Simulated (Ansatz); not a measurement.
An Ansatz (a program for electronic structure) input:

Ansatz 0.2 input:
```yaml
crystal:
  lattice:
    - [3.082920398, 0.0, 0.0]
    - [0.0, 3.082920398, 0.0]
    - [0.0, 0.0, 3.082920398]
  atoms:
    - { symbol: Rh, position: [0.5, 0.5, 0.5] }
    - { symbol: Mg, position: [0.0, 0.0, 0.0] }
kpoints:
  mp_grid: { grid: [10, 10, 10] }
  band_path:
    path:
      - [[0.0, 0.0, 0.0], [0.0, 0.5, 0.0], [0.5, 0.5, 0.0], [0.0, 0.0, 0.0], [0.5, 0.5, 0.5], [0.0, 0.5, 0.0]]  # Γ-X-M-Γ-R-X
      - [[0.5, 0.5, 0.5], [0.5, 0.5, 0.0]]  # R-M
    npoints: 12
basis: { xc_grid: 2 }
hamiltonian:
  xc: pbesol
  pseudopotentials: { kind: paw }
magnetization: { noncollinear: true, spin_orbit: true }
scf:
  n_extra_bands: 13
  convergence: { dr2_threshold: 0.0000000001 }
  occupations: { method: gaussian, width: 0.05 }
output: { eigenvalues: true }
```

**Question.** How many symmetry operations and irreducible k-points will the run report?

**Answer.** 48 operations, 56 of 1000 k-points.

**Question.** With a cutoff of 420 eV, how many plane waves at Γ?

**Answer.** 587.

It took about 29 core-seconds (a rough figure) on shared server cores.

Space group Pm-3m (CsCl type). The workflow started from an entry of the Crystallography Open Database (COD). Whether it is the stable phase at ambient conditions was not checked. The PBEsol relaxation kept the symmetry of its start; of distortions, only those at the zone centre were tested. No spin polarisation was allowed.

Potentials: the later of the program's two PAW sets.

Ansatz is a plane-wave DFT program.
